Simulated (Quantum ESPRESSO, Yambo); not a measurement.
## G0W0 results for LiBH4

```
LiBH4
1.0
    4.18000     0.00000     0.00000
   -2.09000     3.61999     0.00000
    0.00000     0.00000     6.70992
H Li B
8 2 2
Cartesian
  0.00000   2.41332   2.52501
  2.09000   1.20666   5.87997
  0.00000   1.26464   4.14894
  3.08479   0.63232   0.79398
  0.99479   2.98767   4.14894
  2.09000   2.35535   0.79398
 -0.99479   2.98767   4.14894
  1.09521   0.63232   0.79398
  0.00000   2.41332   0.03945
  2.09000   1.20666   3.39441
  0.00000   2.41332   3.74273
  2.09000   1.20666   0.38777
```

The geometry is that of Materials Project entry mp-644223, symmetrised and not relaxed again.

Starting point: LDA (Quantum ESPRESSO, PseudoDojo norm-conserving, 76 Ry, without SOC). G0W0 in Yambo: 3×3×2 Γ-centred k mesh, bands 3 to 179 and a 8 Ry block in the screening, 179 bands in G with the Bruneval-Gonze terminator, plasmon pole fitted at 27.2 eV.

```
Item                                                                                                Value
------------------------------------------------------------------------------------------------  -------
LDA gap along the band path                                                                       6.27 eV
LDA gap between the mesh's edge points (Γ → K)                                                    6.38 eV
G0W0 gap between the same points                                                                  9.29 eV
LDA smallest direct gap on the mesh (at Γ)                                                        6.82 eV
G0W0 direct gap at that point                                                                     9.75 eV
estimate of the fundamental G0W0 gap (path gap plus the correction; the mesh misses a band edge)  9.18 eV
```

```csv
k point,band,E LDA (eV),E QP (eV),shift (eV),Z
Γ,VB,0.00,-1.83,-1.83,0.81
Γ,CB,6.82,7.92,1.10,0.84
K,VB,-0.58,-2.41,-1.83,0.81
K,CB,6.38,7.46,1.08,0.86
```

Energies count from the LDA valence-band maximum.

Nearest settings tried, and what they do to the gap: 136 bands in W, 136 bands in G: -19 meV; 6 Ry block (161 vectors against 287): -129 meV; 3×3×1 mesh: -30 meV. So the settings aren't converged at that level.

The structure is a Materials Project entry; no match was found in the copy of COD used, and its stability was not checked.
